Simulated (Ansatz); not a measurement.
Given:

ZnS (zinc blende)

```yaml
crystal:
  lattice:
    - [0.00000, 2.69456, 2.69456]
    - [2.69456, 0.00000, 2.69456]
    - [2.69456, 2.69456, 0.00000]
  atoms:
    - { symbol: S, position: [0.75000, 0.75000, 0.75000] }
    - { symbol: Zn, position: [0.00000, 0.00000, 0.00000] }
```

In each cell atom 2 (Zn, nearest neighbour S at 2.334 Å; its periodic images, 3.8 Å or more away, move with it) moves by s·(0.577, 0.577, 0.577) (along Cartesian [111]), the rest being held.

The numbers are results of r2SCAN (plane waves to 500 eV, PAW, scalar-relativistic; Ansatz, a first-principles code), not measurements. k mesh 9×9×9 (Γ-centred), Fermi-Dirac smearing 0.05 eV. The energy includes the smearing's −TS. ZnS was relaxed with its symmetry unable to fall. The zero of ΔE is the undisplaced structure.

The scan covers s from -0.470 to 0.470 Å in 11 points.

Task: Is the energy the same for displacements of ±0.470 Å, and if not, which side lies higher?

Result: Not even: the negative side lies higher at ±0.470 Å. With its periodic images moving along, the atom's site symmetry in this cell is -43m.

Task: What is the energy change at s = 0.470 Å?

Result: 309 meV/cell.

Task: What force acts on the atom along the line at s = -0.470 Å?

Result: 8.47 eV/Å.

Task: What is the force constant k = d²E/ds² of this move at s = 0?

Result: 5.90 eV/Å².

Task: With two atoms in the cell this is the zone-centre optical mode. What wavenumber follows (transverse: no LO-TO term)?

Result: 273 cm⁻¹.

(A displaced cell: forces are minus the slopes of the energy, force constants its curvatures, and phonons follow from these.)
